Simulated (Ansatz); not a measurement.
InPd (CsCl type, Pm-3m) at seven volumes, DFT-PBEsol in the program Ansatz with PAW potentials, scaled uniformly. One row is withheld.

| V (Å³/atom) | P (GPa) |
|---|---|
| 15.579 | ? |
| 16.092 | 10.07 |
| 16.606 | 4.53 |
| 17.119 | 0.00 |
| 17.633 | -3.69 |
| 18.147 | -6.67 |
| 18.660 | -9.02 |

Problem. Fit the shown pressures and predict the withheld one.

Solution. P = (3/2)B₀(x^(7/2) − x^(5/2))[1 + (3/4)(B′ − 4)(x − 1)] with x = (V₀/V)^(2/3). Least squares on the six rows gives V₀ = 17.118 Å³/atom, B₀ = 136 GPa, B′ = 5.97. At V = 15.579, x = 1.0648 and P = 16.95 GPa. The run itself gave 16.75 GPa.

The cell was relaxed with PBEsol under the symmetry of its start; of distortions, only those at the zone centre were tested. The run is not spin-polarised.

Potentials: the later of the program's two PAW sets.
